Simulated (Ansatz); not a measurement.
In r²SCAN in the plane-wave PAW code Ansatz, ZrTa in the orthorhombic phase (Cmcm; Zr on 4c, Ta on 4c) relaxes to a = 2.953 Å, b = 11.439 Å, c = 4.893 Å. Its formation energy from the elements is 0.20 eV/atom, with no fitted shifts.

Electronic character: metallic (no gap).

The bulk modulus is 134 GPa. Bader charges are Zr +0.91, Ta -0.91 e.

The start of the workflow was typed in or built on a structure type; neither database checked (COD, Materials Project) lists it. Whether it is the stable phase at ambient conditions was not checked. Symmetry was held in the r²SCAN relaxation; its stability against distortions is not shown here. The run is not spin-polarised. Its formation energy is positive at this level, so the cell may be metastable or incomplete. Axis ratios of metals converge slowly with the k-mesh, so a and c are less sure than the volume. The references are the lowest solids computed at this level, not always the standard phases. Scalar-relativistic: spin–orbit coupling is off unless named, which matters more the heavier the elements.

Potentials: the later of the program's two PAW sets.
